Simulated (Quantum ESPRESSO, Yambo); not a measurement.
At a photon energy of 8.50 eV, RPA with local fields on PBEsol bands shifted by a G0W0 scissor of 2.27 eV (Quantum ESPRESSO and Yambo; 4×4×2 mesh, 178 bands, 3 Ry local-field block, 0.2 eV broadening) gives ε = 3.64 + 5.79i for CaHBr (space group P4/nmm, No. 129), field along x. Axes are Cartesian, with cell vectors (Å) (3.82, 0.00, 0.00), (0.00, 3.82, 0.00), (0.00, 0.00, 7.77).

Q: Work out n, κ, the normal-incidence reflectivity, the absorption coefficient and the penetration depth.

A: 
|ε| = 6.84; n = √((|ε| + ε1)/2) = 2.29, κ = √((|ε| − ε1)/2) = 1.26. R = ((n − 1)² + κ²)/((n + 1)² + κ²) = 0.26. α = 2Eκ/(ħc) with ħc = 197.327 eV nm: 0.1090 per nm = 11 × 10⁵ per cm, a 1/e depth of 9.2 nm. The computed direct gap is 5.98 eV, and the energy scale of the real crystal may differ from it. Excitonic effects are left out, and values at one energy depend on mesh and broadening. The scissor comes from a G0W0 run whose convergence isn't established. Convergence of the RPA response with its 4×4×2 mesh was not tested.

Spin-orbit coupling is included.

Geometry relaxed with PBE+D3(BJ); primitive cell a = b = 3.8223 Å, c = 7.7737 Å, α = β = γ = 90.00°.
